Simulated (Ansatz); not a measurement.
# Data sheet: BeS (DFT)

BeS:
```
BeS
1.0
    3.30064     0.00000     0.00000
   -1.65032     2.85844     0.00000
    0.00000     0.00000     5.24700
Be S
2 2
Direct
  0.00000   0.00000   0.00000
  0.00000   0.00000   0.50000
  0.33333   0.66667   0.25000
  0.66667   0.33333   0.75000
```

Space group P6_3/mmc (No. 194), NiAs type; conventional cell a = b = 3.3006 Å, c = 5.2470 Å, α = β = 90.00°, γ = 120.00°.

Method: DFT-PBE in the program Ansatz with PAW potentials. Structure relaxed to zero pressure with the same functional. Other levels are named where they apply.

Cell and energy:

```
Quantity                                                            Result
-----------------------------------------------------  -------------------
Volume per atom                                                   12.38 Å³
Density                                                         2.76 g/cm³
Formation energy from the elements (no fitted shifts)  -53 kJ/mol of atoms
```

Electronic structure:

```
Property                                                                  Result
----------------------------------------  --------------------------------------
Band gap                                                      1.44 eV (indirect)
Valence-band maximum                                                        at Γ
Conduction-band minimum                              at K (2 equivalent valleys)
Smallest direct gap on the standard path                                 3.42 eV
Electron effective mass                   0.35, 0.59, 0.59 mₑ (principal values)
Hole effective mass                         0.19, 4.0, 4.0 mₑ (principal values)
HSE06 gap on the PBE cell                                                2.25 eV
```

Mechanics:

```
Item                                                                                            Result
--------------------------------------------  --------------------------------------------------------
Bulk modulus (Birch–Murnaghan fit)                                                             108 GPa
Pressure derivative B′                                                                             3.8
Elastic constants (relaxed ions, GPa)         C11 = 189, C12 = 95.4, C13 = 41.8, C33 = 240, C44 = 15.1
Mechanical stability                                            stable (all eigenvalues of C positive)
Hill bulk and shear moduli                                                            108 and 35.9 GPa
Young's modulus                                                                               97.0 GPa
Poisson's ratio                                                                                   0.35
Debye temperature from the elastic constants                                                     522 K
```

Dielectric response:

```
Property                                                     Result
----------------------------------------  -------------------------
Electronic dielectric constant ε∞ (DFPT)  8.80 (xx = yy), 9.63 (zz)
Born charges (a third of the trace)             Be +2.74, S -2.74 e
```

Phonons:

```
Item                                                                          Result
--------------------------------------------------  --------------------------------
Highest zone-centre frequency (without LO–TO term)                          72.2 meV
Zone-centre stability                               unstable, softest mode 223i cm⁻¹
Dynamical stability on the path                          unstable, down to 223i cm⁻¹
```

Charges:

```
Item                        Result
-------------  -------------------
Bader charges  Be +1.63, S -1.63 e
```

This is a known high-pressure phase of the composition, computed here at zero pressure and temperature. Symmetry was held in the PBE relaxation. The references are the lowest solids computed at this level, not always the standard phases.

Potentials: the later of the program's two PAW sets.
